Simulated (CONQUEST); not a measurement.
Worked example: self-consistent single point of CdTe (F-43m, 8 atoms in the cell; from Materials Project mp-406, changed as shown) in CONQUEST.

Method: CONQUEST 1.3 with PBE, numerical atomic orbitals double-zeta with polarisation (the shipped basis), PseudoDojo norm-conserving potentials made for PBE.

The change in words: lattice scaled by 1.02. Reference geometry (F-43m):
```xyz
8
Lattice="6.5642 0.0000 0.0000 0.0000 6.5642 0.0000 0.0000 0.0000 6.5642" Properties=species:S:1:pos:R:3 pbc="T T T"
Cd     0.0000     0.0000     0.0000
Cd     0.0000     3.2821     3.2821
Cd     3.2821     0.0000     3.2821
Cd     3.2821     3.2821     0.0000
Te     1.6411     1.6411     4.9232
Te     1.6411     4.9232     1.6411
Te     4.9232     1.6411     1.6411
Te     4.9232     4.9232     4.9232
```

Reference input (self-consistent single point, DFT, PBE, numerical atomic orbitals double-zeta with polarisation (the shipped basis), PseudoDojo norm-conserving potentials made for PBE): basis = DZP; Diag.MPMeshX, Y, Z = 4 4 4; potentials = PseudoDojo norm-conserving PBE; Grid.GridCutoff = 140 Ha; DM.SolutionMethod = diagon; Diag.kT = 0.001837 Ha; Diag.GammaCentred = true; minE.SCTolerance = 1.0e-06; SC.MaxIters = 100; SC.LinearMixingFactor = 0.3; SC.KerkerPreCondition = true; SC.KerkerFactor = 0.1 1/bohr. This run's input differs from it in these lines:

```diff
@@ -32,5 +32,5 @@
 # file: input.coords
-     6.564230000      0.000000000      0.000000000
-     0.000000000      6.564230000      0.000000000
-     0.000000000      0.000000000      6.564230000
+     6.695515000      0.000000000      0.000000000
+     0.000000000      6.695515000      0.000000000
+     0.000000000      0.000000000      6.695515000
 8
```

Log, with long lists cut:

```
    new_SC_potl: Starting.  Tolerance:  0.10000E-05

    PulayMixSC: Starting Pulay mixing, A_up =  0.300 A_dn =  0.300
    PulayMixSC: Spin non-polarised calculation.
    PulayMixSC: with Kerker preconditioning, q0 =  0.100
          Harris-Foulkes Energy            :    -30500.248608816105843 eV
          (TS=0 as O(N) or entropic contribution is negligible)
          DFT Total Energy                 :    -30497.435662292897177 eV
          Total number of electrons        :       143.999999999980218
    PulayMixSC: Pulay iteration     1 residual:              0.78681E-03
   [... lines left out ...]
          Total number of electrons        :       144.000148426962113
    PulayMixSC: Pulay iteration     7 residual:              0.11161E-05
          Harris-Foulkes Energy            :    -30498.986304812857270 eV
          GroundState Energy (E-(1/2)TS)   :    -30498.986341257099411 eV
          Free Energy (E-TS)               :    -30498.986377701348829 eV
          DFT Total Energy                 :    -30498.986305440743308 eV
          Total number of electrons        :       144.000147461178159
    PulayMixSC: Pulay iteration     8 residual:              0.33609E-06
    PulayMixSC: Reached SCF tolerance of  0.33609E-06 after      8 iterations
      | Number of electrons      =       144.000147
      |* band energy as 2Tr[K.H] =     -4909.228168474391168 eV
      |  screened ion-ion energy =    -24319.486107634420478 eV
      |  Ha correction           =       114.953250855705889 eV
      |  XC correction           =     -1385.225348319175737 eV
      | GS Energy as E-(1/2)TS   =    -30498.986341257099411 eV
      | Free Energy as E-TS      =    -30498.986377701348829 eV
      |* Harris-Foulkes energy   =    -30498.986304812857270 eV
      |* DFT total energy        =    -30498.986305440743308 eV
      |  estimated accuracy      =         0.000000627884646 eV

    force: Forces on atoms (eV/A )
    force:  Atom   X              Y              Z
   [... lines left out ...]
    force:     8  -0.0000000000   0.0000000617   0.0000001866

    force: Maximum force :        0.00000479(eV/A ) on atom         3 in z direction
    force: Force Residual:        0.00000418 eV/A
    force: Total stress:          0.68304796     0.68307772     0.68307271 GPa
    force: Average pressure:     -0.68306613 GPa

    force: Finished force
    get_E_and_F: Change in energy during last step of electronic optimisation: -0.77179E-06
```

The run converged in 8 iterations. CONQUEST prints the stress tensor with tension positive. Against the reference run the free energy drops by 5.0 meV/atom, the pressure goes from 1.46 to -0.68 GPa and the gap on the mesh goes from 0.832 to 0.639 eV.

Spin-orbit coupling is left out, which matters for bands and gaps with elements this heavy. The program uses no crystal symmetry, so grid and mesh can part values that symmetry would make equal. The atom-centred basis is finite, which shifts total energies, pressures and gaps against plane waves. The structure comes from a collection of computed structures, made at another level of theory; the collection holds predicted forms beside known ones.

Cost on one core: very roughly 50 core-seconds.
